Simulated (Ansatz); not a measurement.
The end point of a relaxation of AlRu. Space group Pm-3m (No. 221), CsCl type. Level of theory: PBEsol (plane waves to 420 eV, PAW, scalar-relativistic; Ansatz, a quantum-chemistry and plane-wave program).

```cif
data_AlRu
_chemical_formula_sum 'Al1 Ru1'
_space_group_name_H-M_alt 'Pm-3m'
_space_group_IT_number 221
_space_group_name_Hall '-P 4 2 3'
_cell_length_a 2.97633
_cell_length_b 2.97633
_cell_length_c 2.97633
_cell_angle_alpha 90.000
_cell_angle_beta 90.000
_cell_angle_gamma 90.000
loop_
_atom_site_label
_atom_site_type_symbol
_atom_site_symmetry_multiplicity
_atom_site_Wyckoff_symbol
_atom_site_fract_x
_atom_site_fract_y
_atom_site_fract_z
_atom_site_occupancy
Al1 Al 1 a 0.00000 0.00000 0.00000 1
Ru1 Ru 1 b 0.50000 0.50000 0.50000 1
```

* **Volume per atom**: 13.18 Å³
* **Band gap**: no gap (metallic)
* **Shortest distances**: Al–Ru 2.58 Å; Al–Al 2.98 Å; Ru–Ru 2.98 Å
* **k-mesh**: 16×16×16

Band energies at high-symmetry points (eV from the Fermi level; labels of this space group; no spin-orbit coupling), from −5 eV up to 3.8 eV:

```csv
point,energies
Γ,-3.70 -3.70 0.18 0.18 0.18
X,-2.88 -1.65 -1.65 0.44 2.32
M,-3.17 -1.40 -1.40 -1.21 -1.21 1.55
R,-4.73 -4.73 -4.73 1.64 1.64 2.67
```

No spin polarisation in the result.

The run could not lose the symmetry of its start; a randomly shaken copy of 2 atoms returns to this structure.

All atoms sit on sites fixed by symmetry, so only the cell could relax.
